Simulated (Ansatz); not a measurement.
VO2 (rutile)

```xyz
6
Lattice="4.5841 0.0000 0.0000 0.0000 4.5841 0.0000 0.0000 0.0000 2.8389" Properties=species:S:1:pos:R:3 pbc="T T T"
V      0.0000     0.0000     0.0000
V      2.2921     2.2921     1.4195
O      1.3753     1.3753     0.0000
O      3.6673     0.9168     1.4195
O      0.9168     3.6673     1.4195
O      3.2088     3.2088     0.0000
```

The slice is a (-1 2 0) plane (indices of the conventional cell) through the point (0.200, 0.800, 0.500) (fractional), spanned by u = [001] and v = [210] in vectors of this cell: u (2.84 Å) and v (10.25 Å, at 90° to u). It covers one period; positions are fractions (u, v).

Computed with PBE (plane waves to 420 eV, PAW, scalar-relativistic; Ansatz, a program for electronic structure). k mesh 10×10×16. Near the nuclei the fields are pseudised (PAW); where an atom keeps semicore shells as valence, they peak there. Relaxed VO2 ends ferromagnetic. The PAW data are Ansatz's earlier set. This is a high-temperature form of VO2. VO2 is run spin-polarised and with no Hubbard U. VO2 was relaxed with its symmetry unable to fall. The magnetic order is the one the run started from; other orders were not tried.

Predict the map of the electrostatic potential energy of an electron, from the cell's mean on the slice.


```
v \ u  0.00  0.11  0.22  0.33  0.44  0.56  0.67  0.78  0.89
-----  ----  ----  ----  ----  ----  ----  ----  ----  ----
0.88   10.4  10.3   9.9   9.2   8.7   8.7   9.2   9.9  10.3
0.75   <3.0  <3.0  <3.0   4.3     x     x   4.3  <3.0  <3.0
0.62      x     x     x  <3.0   3.5   3.5  <3.0     x     x
0.50    9.1   9.0   7.8     x     x     x     x   7.8   9.0
0.38      x     x  <3.0  <3.0  <3.0  <3.0  <3.0  <3.0     x
0.25    7.4   8.2   8.7   8.3   7.5   7.5   8.3   8.7   8.2
0.12   10.8  10.8  10.9  11.0  10.9  10.9  11.0  10.9  10.8
0.00      x     x     x   6.1   5.9   5.9   6.1     x     x
```

Values: electrostatic potential energy of an electron, from the cell's mean, in eV. Points within 0.8 Å of a nucleus are blanked (x), as the pseudised field means little there. Values under 3 eV are set to 3. The zero, the cell's mean, hangs on the PAW cores.
